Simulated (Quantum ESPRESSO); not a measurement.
## Ga3SiCN3 (input and log of a self-consistent run)

A calculation, not a measurement. The program is pw.x of Quantum ESPRESSO 7.5 (plane-wave density functional theory). The cell is made up: 8 atoms on a wurtzite lattice, with randomly drawn elements, strain and displacements, not relaxed. PseudoDojo standard norm-conserving files (v0.5 for PBE, v0.4.1 for LDA and PBEsol) set the functional; there is no spin polarisation, spin-orbit coupling or dispersion term, and the masses in the input are unused placeholders.

Input:

```
&control calculation='scf', pseudo_dir='./dojo.nc.sr.pbe.v0_5.standard.upf', outdir='./o', disk_io='medium', tprnfor=.true., tstress=.true. /
&system ibrav=0, nat=8, ntyp=4, nbnd=37, ecutwfc=105.61755193, nosym=.true., tot_charge=0,
 occupations='smearing', smearing='fd', degauss=0.0018374661
/
&electrons conv_thr=7.350e-09, electron_maxstep=60, /
ATOMIC_SPECIES
C 1.0 C.upf
Ga 1.0 Ga.upf
N 1.0 N.upf
Si 1.0 Si.upf
CELL_PARAMETERS angstrom
3.2619 0.0397 0.0574
0.0687 5.5182 0.0241
0.0937 0.0227 5.3273
ATOMIC_POSITIONS angstrom
Ga -0.0684 0.1275 0.0395
Ga 1.6844 2.7385 -0.0188
Si 1.6285 0.9224 2.7166
Ga 0.0644 3.6242 2.6941
C 0.0757 -0.0057 1.9539
N 1.8529 2.8299 2.0795
N 1.7699 0.9337 4.6069
N 0.0273 3.7393 4.6037
K_POINTS automatic
7 6 6 1 1 1
```

The log is shortened where brackets say so; the opening notice, blank lines, dates and the lines on written files are dropped, and the path of the files is cut. It prints rydbergs, bohrs and kilobars, and counts compression as positive stress. With no partly filled state, the Fermi energy that it prints is only some level between the filled and the empty states on the mesh, and need not lie in the true gap.

```
     Program PWSCF v.7.5
     Parallel version (MPI & OpenMP), running on       1 processor cores
     Number of MPI processes:                 1
     Threads/MPI process:                     1
     [start-up lines left out]
     bravais-lattice index     =            0
     lattice parameter (alat)  =       6.1655  a.u.
     unit-cell volume          =     646.7915 (a.u.)^3
     number of atoms/cell      =            8
     number of atomic types    =            4
     number of electrons       =        62.00
     number of Kohn-Sham states=           37
     kinetic-energy cutoff     =     105.6176  Ry
     charge density cutoff     =     422.4702  Ry
     scf convergence threshold =      7.3E-09
     mixing beta               =       0.7000
     number of iterations used =            8  plain     mixing
     Exchange-correlation= PBE
                           (   1   4   3   4   0   0   0)
     [axes and pseudopotential details left out]
   Cartesian axes
     site n.     atom                  positions (alat units)
         1        Ga     tau(   1) = (  -0.0209646   0.0390787   0.0121067  )
         2        Ga     tau(   2) = (   0.5162680   0.8393493  -0.0057622  )
         3        Si     tau(   3) = (   0.4991347   0.2827153   0.8326369  )
         4        Ga     tau(   4) = (   0.0197386   1.1108160   0.8257407  )
         5        C      tau(   5) = (   0.0232020  -0.0017470   0.5988697  )
         6        N      tau(   6) = (   0.5679132   0.8673633   0.6373660  )
         7        N      tau(   7) = (   0.5424737   0.2861787   1.4120132  )
         8        N      tau(   8) = (   0.0083674   1.1460941   1.4110324  )
     number of k points=   126  Fermi-Dirac smearing, width (Ry)=  0.0018
     Number of k-points >= 100: set verbosity='high' to print them.
     Dense  grid:    94809 G-vectors     FFT dimensions: (  45,  72,  72)
     Estimated max dynamical RAM per process >     123.31 MB
     Initial potential from superposition of free atoms
     starting charge      61.9913, renormalised to      62.0000
     Starting wfcs are   47 randomized atomic wfcs
     total cpu time spent up to now is       44.4 secs
     per-process dynamical memory:   100.1 Mb
     Self-consistent Calculation
     iteration #  1     ecut=   105.62 Ry     beta= 0.70
     Davidson diagonalization with overlap
     ethr =  1.00E-02,  avg # of iterations =  3.0
     total cpu time spent up to now is      176.8 secs
     total energy              =    -540.81641759 Ry
     estimated scf accuracy    <       1.98147056 Ry
     iteration #  2     ecut=   105.62 Ry     beta= 0.70
     Davidson diagonalization with overlap
     ethr =  3.20E-03,  avg # of iterations =  3.1
     total cpu time spent up to now is      275.1 secs
     total energy              =    -541.33757639 Ry
     estimated scf accuracy    <       2.07944055 Ry
     iteration #  3     ecut=   105.62 Ry     beta= 0.70
     Davidson diagonalization with overlap
     ethr =  3.20E-03,  avg # of iterations =  2.0
     total cpu time spent up to now is      362.4 secs
     total energy              =    -541.69231774 Ry
     estimated scf accuracy    <       0.08449060 Ry
     iteration #  4     ecut=   105.62 Ry     beta= 0.70
     Davidson diagonalization with overlap
     ethr =  1.36E-04,  avg # of iterations =  5.1
     total cpu time spent up to now is      462.5 secs
     total energy              =    -541.71842994 Ry
     estimated scf accuracy    <       0.00477918 Ry
     iteration #  5     ecut=   105.62 Ry     beta= 0.70
     Davidson diagonalization with overlap
     c_bands:  1 eigenvalues not converged
     ethr =  7.71E-06,  avg # of iterations =  8.8
     total cpu time spent up to now is      570.4 secs
     total energy              =    -541.71913990 Ry
     estimated scf accuracy    <       0.00541672 Ry
     [iterations 6 to 8 left out]
     iteration #  9     ecut=   105.62 Ry     beta= 0.70
     Davidson diagonalization with overlap
     ethr =  1.78E-08,  avg # of iterations =  3.6
     total cpu time spent up to now is      889.9 secs
     total energy              =    -541.71987263 Ry
     estimated scf accuracy    <       0.00000192 Ry
     iteration # 10     ecut=   105.62 Ry     beta= 0.70
     Davidson diagonalization with overlap
     ethr =  3.09E-09,  avg # of iterations =  2.0
     total cpu time spent up to now is      972.1 secs
     total energy              =    -541.71987267 Ry
     estimated scf accuracy    <       0.00000059 Ry
     iteration # 11     ecut=   105.62 Ry     beta= 0.70
     Davidson diagonalization with overlap
     ethr =  9.58E-10,  avg # of iterations =  2.0
     total cpu time spent up to now is     1043.3 secs
     total energy              =    -541.71987276 Ry
     estimated scf accuracy    <       0.00000004 Ry
     iteration # 12     ecut=   105.62 Ry     beta= 0.70
     Davidson diagonalization with overlap
     ethr =  6.26E-11,  avg # of iterations =  4.1
     total cpu time spent up to now is     1128.6 secs
     total energy              =    -541.71987277 Ry
     estimated scf accuracy    <       0.00000002 Ry
     iteration # 13     ecut=   105.62 Ry     beta= 0.70
     Davidson diagonalization with overlap
     ethr =  3.87E-11,  avg # of iterations =  2.0
     total cpu time spent up to now is     1204.6 secs
     End of self-consistent calculation
     Number of k-points >= 100: set verbosity='high' to print the bands.
     the Fermi energy is    11.1280 ev
!    total energy              =    -541.71987277 Ry
     estimated scf accuracy    <          2.4E-09 Ry
     smearing contrib. (-TS)   =      -0.00000000 Ry
     internal energy E=F+TS    =    -541.71987277 Ry
     The total energy is F=E-TS. E is the sum of the following terms:
     one-electron contribution =    -202.92581879 Ry
     hartree contribution      =     156.00269478 Ry
     xc contribution           =    -151.54795413 Ry
     ewald contribution        =    -343.24879463 Ry
     convergence has been achieved in  13 iterations
     Forces acting on atoms (cartesian axes, Ry/au):
     atom    1 type  2   force =     0.04931703   -0.07981748   -0.02806571
     atom    2 type  2   force =    -0.02815660    0.06066919    0.01760934
     atom    3 type  4   force =     0.06240468    0.00835272   -0.03557186
     atom    4 type  2   force =     0.07758021    0.06125596   -0.00340116
     atom    5 type  1   force =    -0.02134763    0.08540645    0.09428463
     atom    6 type  3   force =    -0.11636046   -0.14734483   -0.02768632
     atom    7 type  3   force =    -0.06759297    0.03022054   -0.07409004
     atom    8 type  3   force =     0.04415574   -0.01874253    0.05692112
     Total force =     0.313935     Total SCF correction =     0.000059
     Computing stress (Cartesian axis) and pressure
          total   stress  (Ry/bohr**3)                   (kbar)     P=      -58.26
  -0.00040720  -0.00008481  -0.00004723          -59.90      -12.48       -6.95
  -0.00008481  -0.00035077  -0.00004874          -12.48      -51.60       -7.17
  -0.00004723  -0.00004874  -0.00043023           -6.95       -7.17      -63.29
     init_run     :     43.12s CPU     43.99s WALL (       1 calls)
     electrons    :   1121.50s CPU   1160.19s WALL (       1 calls)
     forces       :     10.17s CPU     10.29s WALL (       1 calls)
     stress       :     44.65s CPU     44.88s WALL (       1 calls)
     [timing details left out]
     PWSCF        :  20m19.89s CPU  21m 0.55s WALL
     JOB DONE.
```

In other units: free energy -7370.474 eV for the cell, pressure -5.83 GPa, largest force component 3.788 eV/Å. This run is the check on a run of the same cell at 1143 eV and a 5 x 4 x 4 mesh: rerunning at 1437 eV and a 7 x 6 x 6 mesh moved values by no more than 0.010 eV in energy, 0.08 GPa in stress and 0.009 eV/Å in force.